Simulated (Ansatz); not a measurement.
BaO (rock salt)

```yaml
crystal:
  lattice:
    - [0.00000, 2.74493, 2.74493]
    - [2.74493, 0.00000, 2.74493]
    - [2.74493, 2.74493, 0.00000]
  atoms:
    - { symbol: Ba, position: [0.00000, 0.00000, 0.00000] }
    - { symbol: O, position: [0.50000, 0.50000, 0.50000] }
```

The slice is a {111} plane (indices of the conventional cell) through the point (0.000, 0.000, 0.000) (fractional), spanned by u = [100] and v = [-1 2 0] in vectors of this cell: u (3.88 Å) and v (6.72 Å, at 90° to u). It covers one period; positions are fractions (u, v).

Computed with PBEsol (plane waves to 420 eV, PAW, scalar-relativistic; Ansatz, a program for electronic structure). k mesh 10×10×10. These are valence fields of a PAW run, semicore shells included where kept as valence: close to a nucleus they are smooth pseudo fields. BaO was relaxed with its symmetry unable to fall.

Q: Sketch the electrostatic potential energy of an electron, from the cell's mean on this plane as a map.

A: 
```
|xxxxx +#%#+ xxxx|
|xxxx .*%%%*. xxx|
|xxx  -#%@%#-  xx|
|xx  :*%@@@%*:  x|
|   -*#@@@@@#*-  |
|==+*#%@@@@@%#*+=|
|##%%%%%###%%%%%#|
|@@@%#*+===+*#%@@|
|@@@#*-     -*#@@|
|@@%*:  xxx  :*%@|
|@%#-  xxxxx  -#%|
|%%*. xxxxxxx .*%|
|%#+ xxxxxxxxx +#|
|%#= xxxxxxxxx =#|
|%#+ xxxxxxxxx +#|
|%%*. xxxxxxx .*%|
|@%#-  xxxxx  -#%|
|@@%*:  xxx  :*%@|
|@@@#*-     -*#@@|
|@@@%#*+===+*#%@@|
|##%%%%%###%%%%%#|
|==+*#%@@@@@%#*+=|
|   -*#@@@@@#*-  |
|xx  :*%@@@%*:  x|
|xxx  -#%@%#-  xx|
|xxxx .*%%%*. xxx|
|xxxxx +#%#+ xxxx|
|xxxxx =#%#= xxxx|
```
Scale: ten equal steps from -1.00 (start of ' ') to 7.24 (end of '@'), in the order ' .:-=+*#%@'. Values: electrostatic potential energy of an electron, from the cell's mean, in eV. The map has 16 points along u (one character each, u = 0 at the left) and 28 along v (v = 0 in the bottom row). Points within 1 Å of a nucleus are blanked (x), as the pseudised field means little there. Values under -1 eV are set to -1. The zero, the cell's mean, hangs on the PAW cores.
